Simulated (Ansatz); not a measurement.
Ba:
```
Ba
1.0
    0.00000     3.22598     3.22598
    3.22598     0.00000     3.22598
    3.22598     3.22598     0.00000
Ba
1
Direct
  0.00000   0.00000   0.00000
```

Relaxed with r²SCAN. Special points in fractions of this cell's reciprocal vectors: Γ (0.000, 0.000, 0.000); X (0.500, 0.000, 0.500); U (0.625, 0.250, 0.625); K (0.375, 0.375, 0.750); L (0.500, 0.500, 0.500); W (0.500, 0.250, 0.750).

Question: List the band energies nearest the Fermi level at these points for the program Ansatz at the r²SCAN level (PAW).

Answer: In eV from the Fermi level; about four levels below and three above (degenerate sets whole), none deeper than 8.9 eV; points with the same levels are listed once.

```
k        below                above
-  -----------  -------------------
Γ        -2.92       1.93 1.93 1.93
X  -0.83 -0.08  1.80 4.57 4.90 4.90
U        -0.29       0.16 1.18 3.08
L        -0.93       0.77 1.74 1.74
W        -0.14       0.67 0.67 2.23
```

Space group Fm-3m (fcc (Cu type)). A made-up cell: these elements were put on the sites of a structure type; the Crystallography Open Database copy checked does not list it. It is not the phase usual at ambient conditions (space group No. 229). Symmetry was held in the r²SCAN relaxation. At this level the phase is mechanically unstable. Spin–orbit coupling is left out wherever it is not named.

Potentials: the later of the program's two PAW sets.
